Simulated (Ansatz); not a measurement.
Data:

Relaxed MoS₂ (3R-MoS2 type, space group R3m):

```xyz
3
Lattice="1.5877 0.9167 6.1953 -1.5877 0.9167 6.1953 0.0000 -1.8333 6.1953" Properties=species:S:1:pos:R:3 pbc="T T T"
Mo     0.0000     0.0000     0.0001
S      0.0000     0.0000    13.9450
S      0.0000     0.0000    10.8357
```

In each cell atom 1 (Mo, nearest neighbour S at 2.403 Å; its periodic images, 3.2 Å or more away, move with it) moves by s·(0.577, 0.577, 0.577) (along Cartesian [111]), the rest being held.

Computed with r2SCAN+rVV10 (plane waves to 500 eV, PAW, scalar-relativistic; Ansatz, a program for electronic structure). k mesh 10×10×10 (Γ-centred), Fermi-Dirac smearing 0.05 eV. E stands for the smeared free energy. MoS2 is run without spin polarisation. MoS2 was relaxed with its symmetry unable to fall. The PAW data are Ansatz's earlier set. This is one of several known forms of MoS2; the measured ambient cells at hand have space group No. 194. The zero of ΔE is the undisplaced structure.

The scan covers s from -0.240 to 0.240 Å in 11 points.

Is this a single well or a double well?

A single well with its minimum at or next to zero displacement.

What is the force constant k = d²E/ds² of this move at s = 0?

24.3 eV/Å².

(A displaced cell: forces are minus the slopes of the energy, force constants its curvatures, and phonons follow from these.)
